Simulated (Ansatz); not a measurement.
Space group Im-3m (No. 229). a = 5.731 Å, b = 5.731 Å, c = 5.731 Å, α = 90.00°, β = 90.00°, γ = 90.00°
```json
{"atom": "Al", "site": "8c", "symmetry": ".-3m", "x": "0.2500", "y": "0.7500", "z": "0.2500"}
{"atom": "Ni", "site": "2a", "symmetry": "m-3m", "x": "0.0000", "y": "0.0000", "z": "0.0000"}
{"atom": "Co", "site": "6b", "symmetry": "4/mm.m", "x": "0.0000", "y": "0.5000", "z": "0.0000"}
```

Equation of state of this Al4Co3Ni structure (not necessarily the ground state), with shape and atoms relaxed at each volume where symmetry leaves them free. It has no gap at any of these volumes. All numbers below come from DFT PBE, scalar-relativistic, plane waves, PAW (Ansatz 0.2.0).

Cutoff 420 eV; k points 10×10×10 on the computed 8-atom cell (Γ-centred); Gaussian smearing, width 0.10 eV; collinear spin from starting moments 0.0 0.0 0.0 0.0 0.0 0.4 0.4 0.4 μB.

```json
{"V (Å³/atom)": "10.352", "E − E(largest V) (meV/atom)": "59.94", "P (GPa)": "28.65"}
{"V (Å³/atom)": "10.705", "E − E(largest V) (meV/atom)": "7.10", "P (GPa)": "19.64"}
{"V (Å³/atom)": "11.058", "E − E(largest V) (meV/atom)": "-27.44", "P (GPa)": "12.00"}
{"V (Å³/atom)": "11.411", "E − E(largest V) (meV/atom)": "-46.49", "P (GPa)": "5.51"}
{"V (Å³/atom)": "11.764", "E − E(largest V) (meV/atom)": "-52.38", "P (GPa)": "-0.01"}
{"V (Å³/atom)": "12.117", "E − E(largest V) (meV/atom)": "-47.10", "P (GPa)": "-4.71"}
{"V (Å³/atom)": "12.470", "E − E(largest V) (meV/atom)": "-32.28", "P (GPa)": "-8.72"}
{"V (Å³/atom)": "12.940", "E − E(largest V) (meV/atom)": "0.00", "P (GPa)": "-13.16"}
```

Q: Fit a third-order Birch–Murnaghan equation, E = E0 + (9V0B0/16)·[(x − 1)³B0' + (x − 1)²(6 − 4x)] with x = (V0/V)^(2/3), to E(V).

A: V0 = 11.76 Å³/atom, B0 = 169 GPa, B0' = 4.4.

The cell was found from a structure generator's guess, not taken from experiment.
